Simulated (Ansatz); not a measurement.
**N started on a F site next to F started in the widest void in cubic perovskite KMgF3, 41 atoms, charge −1**

These are results of DFT, PBEsol, PAW, plane waves (Ansatz 0.2.0), not measurements.

Command:

```sh
ansatz run in.yaml --threads 8 --pin off --max-ram 118750MiB --runs-dir r --events-out ev --progress --plain --backend cuda --devices 0,
```

The input less its lattice and atoms:

```yaml
crystal:
  symmetry: { detect: false }
kpoints:
  mp_grid: { grid: [1, 1, 1], shift: [0.25, 0.25, 0.25] }
hamiltonian:
  xc: pbesol
total_charge: -1
scf:
  occupations: { method: fermi_dirac, width: 0.01 }
relax:
  f_tol: 0.03
  max_steps: 80
  escape_saddle: false
  adjacent_minimum: "off"
output:
  forces: true
  eigenvalues: true
  populations: true
  charged_corrections: { epsilon: 7 }
```

Start:

```xyz
41
Lattice="7.9825 0.0000 0.0000 0.0000 7.9825 0.0000 0.0000 0.0000 7.9825" Properties=species:S:1:pos:R:3 pbc="T T T"
K     7.9642    7.9789    0.0043
K     0.0177    7.9624    3.9942
K     7.9806    3.9999    0.0080
K     7.9812    3.9830    4.0021
K     4.0104    0.0046    0.0037
K     3.9786    0.0047    3.9926
K     3.9804    3.9711    0.0172
K     3.9647    3.9923    3.9994
Mg    1.9989    1.9921    1.9647
Mg    2.0012    2.0231    6.0140
Mg    2.0087    5.9732    2.0091
Mg    1.9959    5.9890    5.9671
Mg    5.9908    2.0084    1.9706
Mg    5.9646    1.9987    5.9818
Mg    5.9926    5.9947    2.0057
Mg    5.9759    5.9912    6.0028
F     1.9921    2.0108    0.0048
F     1.9580    5.9931    7.9780
F     2.0289    5.9922    3.9672
F     5.9459    1.9979    0.0082
F     5.9627    2.0133    3.9915
F     5.9840    5.9835    0.0366
F     5.9785    6.0112    4.0003
F     7.9681    2.0048    2.0299
F     0.0394    2.0102    5.9585
F     0.0290    6.0162    1.9837
F     0.0110    6.0203    5.9746
F     4.0029    1.9895    1.9629
F     3.9816    1.9956    6.0016
F     3.9955    5.9621    2.0211
F     3.9892    6.0150    5.9820
F     1.9593    7.9691    1.9875
F     2.0160    7.9599    5.9701
F     2.0166    3.9988    2.0275
F     1.9698    4.0094    5.9768
F     6.0019    0.0209    1.9647
F     6.0040    7.9662    5.9855
F     5.9536    3.9774    1.9798
F     5.9525    3.9852    5.9916
F     3.9626    4.0039    1.9993
N     2.0107    1.9850    3.9848
```

Steps:

```
 step  energy less the first (eV)  largest force component (eV/Å)
start                       0.000                           4.110
    1                      -2.602                           1.873
    2                      -3.503                           0.956
    3                      -4.008                           0.160
    4                      -4.100                           0.224
    5                      -4.192                           0.326
    6                      -4.251                           0.580
    7                      -4.390                           0.162
    8                      -4.420                           0.028
    9                      -4.420                           0.028
```

A structure on the way, about -3.50 eV from the start:

```xyz
41
Lattice="7.9825 0.0000 0.0000 0.0000 7.9825 0.0000 0.0000 0.0000 7.9825" Properties=species:S:1:pos:R:3 pbc="T T T"
K     7.9820    7.9796    0.0215
K     0.0889    0.0767    3.9555
K     7.9799    3.9986    0.0283
K     7.8587    4.1141    3.9625
K     3.9912    7.9774    0.0236
K     4.1202    7.8818    3.9584
K     3.9870    3.9907    7.8241
K     3.8923    3.9024    4.1945
Mg    2.0151    2.0067    1.9615
Mg    1.9956    2.0182    6.0182
Mg    2.0043    5.9751    1.9998
Mg    1.9915    5.9972    5.9848
Mg    5.9805    2.0025    1.9786
Mg    5.9784    1.9981    5.9889
Mg    5.9680    5.9761    1.9952
Mg    5.9809    5.9937    5.9886
F     1.9939    2.0138    7.9780
F     1.9799    5.9852    7.9738
F     2.0054    5.9962    3.9895
F     5.9796    1.9959    7.9757
F     5.9771    1.9978    4.0041
F     5.9852    5.9829    0.0026
F     5.9837    5.9940    3.9974
F     7.9610    1.9371    1.9605
F     7.9801    2.0109    6.0259
F     7.9807    6.0635    1.9992
F     7.9793    6.0115    5.9749
F     4.0164    1.6736    1.9403
F     4.0050    1.9679    6.0451
F     3.9880    6.2823    1.9970
F     3.9938    6.0095    5.9870
F     1.9109    7.9653    1.9339
F     2.0075    7.9633    6.0276
F     1.6832    4.0132    1.9722
F     1.9549    4.0261    6.0276
F     6.0782    7.9814    1.9877
F     6.0059    7.9754    5.9876
F     6.2480    3.9811    1.9855
F     5.9907    3.9950    5.9887
F     3.9451    3.9895    2.0165
N     2.0198    2.0222    3.9916
```

End:

```
K Mg F N
1.0
     7.98254    0.00000    0.00000
     0.00000    7.98254    0.00000
     0.00000    0.00000    7.98254
K Mg F N
8 8 24 1
Direct
  0.01390 0.99918 0.01324
  0.01197 0.99896 0.48778
  0.99008 0.50143 0.98102
  0.99077 0.50172 0.51497
  0.49764 0.99855 0.01180
  0.49902 0.99900 0.48784
  0.52075 0.50190 0.98077
  0.52029 0.50227 0.51749
  0.25649 0.29038 0.24215
  0.25547 0.24718 0.75713
  0.25626 0.72229 0.25022
  0.25545 0.74829 0.75081
  0.75539 0.24899 0.24949
  0.75561 0.24459 0.75044
  0.75567 0.75291 0.24995
  0.75578 0.75609 0.74982
  0.25528 0.25794 0.99958
  0.25595 0.74004 0.99846
  0.25589 0.74039 0.50287
  0.75581 0.25293 0.99724
  0.75475 0.25224 0.50292
  0.75571 0.74926 0.99681
  0.75535 0.74941 0.50304
  0.99955 0.22174 0.24746
  0.00364 0.24787 0.75384
  0.99856 0.78155 0.25120
  0.00491 0.75113 0.74966
  0.51157 0.21969 0.24583
  0.50748 0.24800 0.75466
  0.51276 0.78238 0.25038
  0.50635 0.75135 0.74986
  0.25525 0.99237 0.25102
  0.25544 0.99661 0.75726
  0.11746 0.50467 0.24636
  0.25549 0.49929 0.75182
  0.75623 0.00115 0.25053
  0.75558 0.00005 0.74970
  0.75622 0.50095 0.25032
  0.75585 0.50075 0.74897
  0.39706 0.50402 0.24808
  0.25603 0.25733 0.49811
```

The run converged.

Time: 15 s of wall time on one NVIDIA GB300 with 8 processor threads, on a host shared with other runs; peak host memory 1.7 GiB.

(1) How much energy did the relaxation gain, and which atom moved most?

The run had no spin, and a state with a moment may lie lower. The one k point has no symmetry partners, which can distort the end along one axis.

Answers

(1) 4.42 eV in 9 steps, from a start with small random displacements (neighbours that lie too close to an added atom are first pushed off) (the gain also holds any tilting of the ideal host); atom 34 (F) moved 1.08 Å, the median atom 0.09 Å (drift of the whole cell removed).
